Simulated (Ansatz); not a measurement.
HfC in space group P-6m2 (No. 187; Hf on 1a, C on 1d), PBE in the plane-wave PAW code Ansatz, all energies at zero smearing, with the estimated change up to a 700 eV cutoff added, with one set of potentials and settings (totals compare only within such a set). Cell of 2 atoms (1 Hf, 1 C): -15973.462 eV.

```csv
element,reference phase,E (eV/atom)
Hf,"P6_3/mmc, 2 atoms in the cell",-15722.2087
C,"P6_3/mmc, 4 atoms in the cell",-250.9463
```

Formation energy per atom, worked out: (-15973.462 − 1×(-15722.2087) − 1×(-250.9463))/2 = -0.154 eV/atom (-15 kJ per mol of atoms), at 0 K, without zero-point energy or fitted corrections.

The start of the workflow was typed in or built on a structure type; neither database checked (COD, Materials Project) lists it. It is not the phase usual at ambient conditions (space group No. 225). The PBE relaxation kept the symmetry of its start; its stability against distortions is not shown here. No spin polarisation was allowed. The references are the lowest solids computed at this level, not always the standard phases. Scalar-relativistic: spin–orbit coupling is off unless named, which matters more the heavier the elements.

Potentials: the earlier of the program's two PAW sets.
